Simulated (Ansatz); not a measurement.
In PBE (plane waves, PAW; program Ansatz), GaSb in the hexagonal phase (P6_422; Ga on 3c, Sb on 3d) relaxes to a = 4.420 Å, c = 9.593 Å. Against the elements it lies at -0.023 eV/atom, with no fitted shifts.

Electronic character: metallic (no gap).

The start of the workflow was typed in or built on a structure type; neither database checked (COD, Materials Project) lists it. It is not the phase usual at ambient conditions (space group No. 216). The PBE relaxation kept the symmetry of its start; its stability against distortions is not shown here. A small band overlap can be real or an error of a semilocal functional. The references are the lowest solids computed at this level, not always the standard phases. Spin–orbit coupling is left out wherever it is not named.

Potentials: the later of the program's two PAW sets.
